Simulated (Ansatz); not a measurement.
Data:

SiO$_{2}$:
```cif
data_O4Si2
_chemical_formula_sum 'Si2 O4'
_space_group_name_H-M_alt 'P 1'
_space_group_IT_number 1
_cell_length_a 3.75579
_cell_length_b 3.75579
_cell_length_c 3.75579
_cell_angle_alpha 90.000
_cell_angle_beta 90.000
_cell_angle_gamma 90.000
loop_
_space_group_symop_operation_xyz
  'x, y, z'
loop_
_atom_site_label
_atom_site_type_symbol
_atom_site_fract_x
_atom_site_fract_y
_atom_site_fract_z
_atom_site_occupancy
Si1 Si 0.50000 0.50000 0.50000 1
Si2 Si 0.00000 0.00000 0.00000 1
O1 O 0.25000 0.25000 0.25000 1
O2 O 0.25000 0.75000 0.75000 1
O3 O 0.75000 0.75000 0.25000 1
O4 O 0.75000 0.25000 0.75000 1
```

This is the LDA-relaxed structure.

**Question.** All from the program Ansatz at the LDA level (PAW), unless another level is named. Give the highest zone-centre frequency (without LO–TO term).

**Answer.** 1084 cm^-1.

**Question.** Next, the elastic constants (relaxed ions, GPa)?

**Answer.** C11 = 382, C12 = 266, C44 = 234.

**Question.** And the zero-point energy?

**Answer.** 104.1 meV/atom.

Space group Pn-3m. The first step of the workflow began from a Materials Project structure, measured or hypothetical; the Crystallography Open Database copy checked does not list it. It is not the phase usual at ambient conditions (space group No. 92, 152, 154). The cell was relaxed with LDA under the symmetry of its start; phonons on a q-mesh show no instability.

Potentials: the earlier of the program's two PAW sets.
